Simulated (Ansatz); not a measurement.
InSe:
Space group P6₃/mmc (No. 194); a = b = 4.0271 Å, c = 17.0595 Å, α = β = 90.00°, γ = 120.00°

| atom | site | symmetry | x | y | z |
|---|---|---|---|---|---|
| In | 4f | 3m. | 0.3333 | 0.6667 | 0.1682 |
| Se | 4f | 3m. | 0.6667 | 0.3333 | 0.0943 |

Relaxed with r²SCAN+D4. The program Ansatz at the r²SCAN+D4 level (PAW) gives a gap of 0.89 eV.

Task: What gap does HSE06 give on the same cell (Ansatz, PAW)?

Result: 1.21 eV, 0.33 eV more. The hybrid was solved on a coarser mesh and at special points; its gap is the smallest among all of these.

```json
[
 {"k": "Γ", "v1 r²SCAN+D4": "0.00", "c1 r²SCAN+D4": "0.89", "v1 HSE06": "0.00", "c1 HSE06": "1.21"},
 {"k": "A", "v1 r²SCAN+D4": "-0.76", "c1 r²SCAN+D4": "1.55", "v1 HSE06": "…", "c1 HSE06": "…"},
 {"k": "K", "v1 r²SCAN+D4": "-1.74", "c1 r²SCAN+D4": "1.86", "v1 HSE06": "-1.78", "c1 HSE06": "2.21"},
 {"k": "H", "v1 r²SCAN+D4": "-1.62", "c1 r²SCAN+D4": "2.07", "v1 HSE06": "…", "c1 HSE06": "…"},
 {"k": "M", "v1 r²SCAN+D4": "-1.41", "c1 r²SCAN+D4": "1.59", "v1 HSE06": "…", "c1 HSE06": "…"},
 {"k": "L", "v1 r²SCAN+D4": "-1.69", "c1 r²SCAN+D4": "1.83", "v1 HSE06": "…", "c1 HSE06": "…"}
]
```

Task: Top valence (v1) and lowest conduction level (c1) in eV from each method's valence maximum (which need not be a listed point): supply the withheld HSE06 values.

Result: 
- H, v1 HSE06: -1.68
- H, c1 HSE06: 2.43
- L, v1 HSE06: -1.74
- L, c1 HSE06: 2.16
- M, v1 HSE06: -1.45
- M, c1 HSE06: 1.90
- A, v1 HSE06: -0.77
- A, c1 HSE06: 1.88

Cost on shared cores: the r²SCAN+D4 run (SCF on a 8×8×2 mesh, then bands and DOS) roughly 2.9 core-minutes, the HSE06 run (SCF on 5×5×1, then a few points) around 5 core-minutes (rough); the tasks are unlike.

Space group P6_3/mmc. Symmetry was held in the r²SCAN+D4 relaxation. Scalar-relativistic: spin–orbit coupling is off unless named, which matters more the heavier the elements.

Potentials: the later of the program's two PAW sets.
